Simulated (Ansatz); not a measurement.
Ag2S:
```
Ag2S
1.0
    2.34519    -3.68412     0.00000
    2.34519     3.68412     0.00000
    0.00000     0.00000     6.16102
Ag S
4 2
Direct
  0.33162   0.66838   0.88428
  0.66838   0.33162   0.11572
  0.16838   0.83162   0.38428
  0.83162   0.16838   0.61572
  0.00000   0.00000   0.00000
  0.50000   0.50000   0.50000
```

Relaxed with PBEsol. Special points in fractions of this cell's reciprocal vectors: Γ (0.000, 0.000, 0.000); Y (-0.500, 0.500, 0.000); C0 (-0.351, 0.649, 0.000); Σ0 (0.351, 0.351, 0.000); Z (0.000, 0.000, 0.500); A0 (0.351, 0.351, 0.500); E0 (-0.351, 0.649, 0.500); T (-0.500, 0.500, 0.500); S (0.000, 0.500, 0.000); R (0.000, 0.500, 0.500).

**Question.** List the band energies nearest the Fermi level at these points for PBEsol with spin–orbit coupling in the plane-wave PAW code Ansatz.

**Answer.** In eV from the Fermi level; about four levels below and three above (degenerate sets whole), none deeper than 8.9 eV; points with the same levels are listed once.

```csv
k,below,above
Γ,-0.16 -0.16 -0.03 -0.03,0.40 0.40 2.28 2.28
Y,-0.88 -0.88 -0.78 -0.78,0.23 0.23 1.41 1.41
C0,-1.38 -1.38 -1.23 -1.23,1.21 1.21 3.37 3.37
Z,-0.41 -0.41 -0.41 -0.41,0.81 0.81 0.81 0.81
A0,-1.02 -1.02 -0.97 -0.97,3.19 3.19 3.25 3.25
T,-1.60 -1.60 -1.60 -1.60,2.42 2.42 2.42 2.42
S,-1.56 -1.56 -1.56 -1.56,2.17 2.17 2.17 2.17
R,-0.72 -0.72 -0.67 -0.67,0.96 0.96 0.98 0.98
```

Space group Cmce. The workflow started from a Materials Project entry (that database holds measured and hypothetical structures alike); the Crystallography Open Database copy checked does not list it. COD files the formula under space group No. 4, 14, so this cell is another polymorph or a model. Whether it is the stable phase at ambient conditions was not checked. The cell was relaxed with PBEsol under the symmetry of its start. At this level the phase is dynamically unstable (imaginary phonons). The run is not spin-polarised. A small band overlap can be real or an error of a semilocal functional.

Potentials: the later of the program's two PAW sets.
